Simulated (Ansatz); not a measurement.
## KRb2: stable or not

The structure comes from a generated guess, relaxed at this level; another structure or a mixture of phases may lie lower.

Method: DFT PBE, scalar-relativistic, plane waves, PAW in Ansatz 0.2.0. The final run on the 6-atom cell used 420 eV, a Γ-centred 6×6×4 mesh, 0.10 eV smearing and no spin polarisation.

```
CELL_PARAMETERS angstrom
7.93957 0.00000 0.00000
-3.96978 6.87587 0.00000
0.00000 0.00000 9.44602
ATOMIC_POSITIONS crystal
K 0.33333 0.66667 0.25000
K 0.66667 0.33333 0.75000
Rb 0.00000 0.00000 0.00000
Rb 0.00000 0.00000 0.50000
Rb 0.33333 0.66667 0.75000
Rb 0.66667 0.33333 0.25000
```

Energies over the elements count from the elements' standard structures at the same level, with no fitted energy shifts.

Question: These tests were run: energy against the elements; elastic tensor. What do they show?

Answer:

```
                       test                  result
energy against the elements           +0.01 eV/atom
             elastic tensor  least eigenvalue 1 GPa
```

It fails none of these tests outright. Other phases of the system weren't compared here, so this isn't yet thermodynamic stability. Phonons away from Γ weren't computed. Undecided within the accuracy: energy against the elements and elastic tensor.

For metals, differences of a few meV/atom aren't resolved. The run for the elastic tensor used a 6×6×4 k mesh and Fermi–Dirac smearing of 0.15 eV.
